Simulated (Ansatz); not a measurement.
The geometry is COD entry 9013010, unchecked; take it as a test cell. The listed cell was then made from it by scaling, straining or moving an atom.

Sb: DFT, PBEsol, all-electron LAPW, scalar-relativistic (Ansatz 0.2.0). What sets it apart from a plain run of this crystal: volume scaled by 0.98.

Command: `ansatz run input.yaml --threads 1 --pin off --max-ram 3072MiB --backend cpu --events-out ev --progress --plain --runs-dir out` The run took 50 s on 1 thread of Arm Neoverse V2 (shared host), peak memory 0.71 GiB.

```yaml
crystal:
  lattice:
    - [-1.4948990245, 1.4948990245, 2.4633552032]
    - [1.4948990245, -1.4948990245, 2.4633552032]
    - [1.4948990245, 1.4948990245, -2.4633552032]
  atoms:
    - { symbol: Sb, position: [0.0, 0.0, 0.0] }
kpoints:
  mp_grid: { grid: [19, 19, 19] }
  band_path:
    path:
      - [0.0, 0.0, 0.0]
      - [0.0, 0.0, 0.5]
      - [0.25, 0.25, 0.25]
      - [0.0, 0.5, 0.0]
      - [0.0, 0.0, 0.0]
      - [0.5, 0.5, -0.5]
      - [0.3420681988, 0.6579318012, -0.3420681988]
      - [-0.3420681988, 0.3420681988, 0.3420681988]
      - [0.0, 0.0, 0.0]
    npoints: 5
scf:
  occupations: { method: fermi_dirac, width: 0.05 }
hamiltonian:
  xc: pbesol
  pseudopotentials: { kind: all_electron, lapw: { basis_error: 0.00025 } }
output:
  forces: true
  stress: true
  eigenvalues: true
```

Output (standing set-up lines are left out):

```
LAPW: plane waves up to 8.092 Å⁻¹, error target 2.5e-4 eV per atom; small_component_spin mean_spin; Sb in spheres of 1.495 Å, 23 of its electrons in bands, Dirac shells []
Crystal: 1 atoms, lattice volume = 22.020 Å³
Basis set: ecut = 249.4905915685729 eV, 195 PW (Γ), FFT grids on a1+a3, a2+a3, a3, exchange–correlation at level 2
iter 1 solved again at ethr=3.23e-5 eV; its pass at ethr=1.00e-1 eV (dr2=7.42e-3 eV) is discarded
SCF iter   1: F=—  HF=-176291.369033 eV  |F-HF|=—  |Δ(HF+E_count)|=         —  Δρ=7.32e-3  dr2=7.44e-3  ethr=3.23e-5  ⟨swp⟩=3.5  Hψ=63470  notcnv=0
preconditioner: auto → Kerker (q_TF=auto, 2.748 Å⁻¹)  [metal: Δε(μ)=0.015 eV  Ē_g=29.301 eV  σ=0.050 eV  W_gap=0.08  n_scr=10 (ndim 8)  ℏωp=30.6 eV  f_vac=0.000  D(μ)=0.49/eV (n_scr^D=0)]
SCF iter   2: F=—  HF=-176291.359524 eV  |F-HF|=—  |Δ(HF+E_count)|=   9.51e-3  Δρ=4.49e-3  dr2=3.22e-3  ethr=3.23e-5  ⟨swp⟩=2.0  Hψ=24581  notcnv=0
SCF iter   3: F=—  HF=-176291.358228 eV  |F-HF|=—  |Δ(HF+E_count)|=   1.30e-3  Δρ=2.05e-3  dr2=7.81e-4  ethr=1.40e-5  ⟨swp⟩=2.0  Hψ=24575  notcnv=0
SCF iter   4: F=—  HF=-176291.358103 eV  |F-HF|=—  |Δ(HF+E_count)|=   1.25e-4  Δρ=8.52e-4  dr2=1.52e-4  ethr=3.40e-6  ⟨swp⟩=2.0  Hψ=24568  notcnv=0
iter 5 solved again at ethr=1.24e-8 eV; its pass at ethr=6.63e-7 eV (dr2=2.85e-6 eV) is discarded
SCF iter   5: F=—  HF=-176291.358105 eV  |F-HF|=—  |Δ(HF+E_count)|=   2.16e-6  Δρ=1.19e-4  dr2=2.84e-6  ethr=1.24e-8  ⟨swp⟩=2.0  Hψ=41968  notcnv=0
SCF iter   6: F=—  HF=-176291.358105 eV  |F-HF|=—  |Δ(HF+E_count)|=   4.30e-8  Δρ=4.13e-5  dr2=3.78e-7  ethr=1.24e-8  ⟨swp⟩=2.0  Hψ=24566  notcnv=0
SCF iter   7: F=-176291.358105 eV  HF=-176291.358105 eV  |F-HF|=6.69e-10  |Δ(HF+E_count)|=   8.00e-9  Δρ=8.92e-6  dr2=2.39e-8  ethr=1.64e-9  ⟨swp⟩=2.0  Hψ=24566  notcnv=0
SCF 1 converged in 7 iterations: F = -176291.358105 eV  dr2 = 2.39e-8
NSCF: frozen V_eff on 41 k-points
SCF converged after 7 iterations
Free energy (F): -176291.358105 eV
Harris-Foulkes:  -176291.358105 eV  (|F-HF|=6.69e-10)
Internal energy: -176291.353882 eV  (E = F + TS)
E sigma→0 (E₀):  -176291.355994 eV
Entropy (-TS):   -0.004224 eV (-4.224 meV/atom)
Fermi energy:    18.752741 eV
--- Per-component energies (eV) ---
  E_band       = -765.709697
  E_kinetic    = 185783.080503
  E_xc         = -4568.399677
  E_electrostatic = -357506.034708  (all electrons and nuclei)
  E_smearing   = -0.004224  (= −TS)
  E_closure    = 0.000000  (closes the sum)
  E_atoms      = -176287.264445  (free atoms, spherical and without spin; not in F)
  Σ components = -176291.358105   (vs F -176291.358105, Δ=0.00e0)
  Basis errors (estimates in eV, not in F): energy 6.4e-5 per atom: plane waves 6.1e-5 (3.2e-5 summed), levels above the bands 1.7e-103, relativity 6.8e-9, radial functions 2.9e-6, core shells 1.6e-9; eigenvalues (radial functions only) 1.6e-4; not estimated: angular momenta, meshes, grids; target (lapw.basis_error) 2.5e-4; muffin-tin radii Sb 1.495 Å
--- Forces (eV/Å), atoms counted from 1 ---
  atom   1  Sb    -0.00000000     0.00000000    -0.00000000
  max |Σ_I F_I| component: 3.94e-31 eV/Å
--- Stress (GPa, compression-positive) ---
       18.681317       0.000000      -0.000000
        0.000000      18.681317       0.000000
       -0.000000       0.000000      16.277904
  P = ⅓ Tr σ = 17.8802 GPa (178.802 kbar)
--- Band table (eV; the first three rows and the last of 550) ---
  k-point 0: bands = ["-125.6434", "-78.6819", "-78.6699", "-78.6699", "-10.7740", "-10.6651", "-10.6403", "-10.6403", "-10.5504", "3.9849", "25.3723", "25.6120", "25.6120", "29.0476", "29.7675", "30.7689"]
  k-point 1: bands = ["-125.6434", "-78.6819", "-78.6701", "-78.6700", "-10.7654", "-10.6620", "-10.6432", "-10.6380", "-10.5536", "4.0823", "24.9764", "25.0140", "25.2516", "28.2822", "30.2595", "30.5207"]
  k-point 2: bands = ["-125.6434", "-78.6820", "-78.6706", "-78.6704", "-10.7402", "-10.6533", "-10.6515", "-10.6315", "-10.5628", "4.3745", "23.7248", "24.1513", "24.3770", "27.1589", "30.2871", "32.1228"]
  k-point 549: bands = ["-125.6432", "-78.6849", "-78.6710", "-78.6708", "-10.8196", "-10.7080", "-10.5211", "-10.5190", "-10.5186", "9.4845", "11.8504", "20.0721", "20.7652", "24.8166", "25.6175", "40.3313"]
```
